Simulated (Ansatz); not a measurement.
Values for one crystal, relaxed and computed with plane-wave PAW r²SCAN (Ansatz code); other levels are named.

| Quantity | Value |
|---|---|
| Volume per atom | 9.46 Å³ |
| Electronic character | metallic (no gap) |
| Gap with spin–orbit coupling | none (metallic) |
| Bulk modulus (Birch–Murnaghan fit) | 246 GPa |
| Pressure derivative B′ | 3.9 |
| Formation energy from the elements (no fitted shifts) | -1.05 eV/atom |
| Density of states at the Fermi level | 0.10 states/eV per atom (mean over ±0.08 eV) |

**Question.** Which compound is it?
A. BAs, P-6m2 (B on 1a, As on 1f)
B. ZrTiB4, Pmmm (Ti on 1a, B on 2t, B on 2r, Zr on 1d)
C. TiSi2, Cmcm (Ti on 4c, Si on 4c, Si on 4c)
D. BAs, rock salt

**Answer.** B, ZrTiB4, Pmmm (Ti on 1a, B on 2t, B on 2r, Zr on 1d)

The start of the workflow was typed in or built on a structure type; neither database checked (COD, Materials Project) lists it. Its standing as an ambient phase is unchecked. The cell was relaxed with r²SCAN under the symmetry of its start; whether a distortion lowers the energy is not shown. No spin polarisation was allowed. The references are the lowest solids computed at this level, not always the standard phases. Scalar-relativistic: spin–orbit coupling is off unless named, which matters more the heavier the elements.

Potentials: the earlier of the program's two PAW sets.
